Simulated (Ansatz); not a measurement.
Kick test of a cell of B3P2

It was reached by relaxing an invented guess, and it needn't be the stable form of this composition.

Computed with Ansatz, DFT PBE, scalar-relativistic, plane waves, PAW. Plane waves to 420 eV, a k mesh through Γ of 14×14×14 on the computed 10-atom cell and Gaussian smearing (0.10 eV); no spin polarisation.

The cell below (10 atoms, space group I4_1/amd (No. 141)) is relaxed within its symmetry.

```
B P
1.0
    -1.57825    1.57825   10.93202
     1.57825   -1.57825   10.93202
     1.57825    1.57825  -10.93202
B P
6 4
Direct
  0.39394 0.39394 0.00000
  0.35606 0.85606 0.50000
  0.00000 0.00000 0.00000
  0.60606 0.60606 0.00000
  0.14394 0.64394 0.50000
  0.75000 0.25000 0.50000
  0.80306 0.80306 0.00000
  0.94694 0.44694 0.50000
  0.55306 0.05306 0.50000
  0.19694 0.19694 0.00000
```

For the test it was strained at random (σ = 1.5 % a component), the atoms were moved at random (σ = 0.15 Å), and all was relaxed again on a coarse 8×8×8 mesh (in the run’s order of axes) with 0.20 eV smearing, with no symmetry imposed.

Problem. Does it come back?

Solution. It returns, within 1 meV/atom of the unmoved cell on that mesh and with the same symmetry when read at 0.1 Å. So it is stable against the distortions that fit this cell and that this random move excites. Modes that don't fit the cell aren't tested.
